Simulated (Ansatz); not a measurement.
KZnF$_{3}$:
```
CELL_PARAMETERS angstrom
      4.12756     0.00000     0.00000
      0.00000     4.12756     0.00000
      0.00000     0.00000     4.12756
ATOMIC_POSITIONS crystal
  K  0.00000 0.00000 0.00000
  Zn 0.50000 0.50000 0.50000
  F  0.50000 0.50000 0.00000
  F  0.00000 0.50000 0.50000
  F  0.50000 0.00000 0.50000
```

Relaxed with PBE.

Give the Bader charges and basin volumes of the independent atoms, PBE (plane waves, PAW; program Ansatz).



```csv
atom,Bader charge (e),Bader volume (Å³)
K1,+0.89,18.5
Zn2,+1.46,9.0
F3,-0.78,14.3
```

Space group Pm-3m (cubic perovskite). Symmetry was held in the PBE relaxation.

Potentials: the later of the program's two PAW sets.
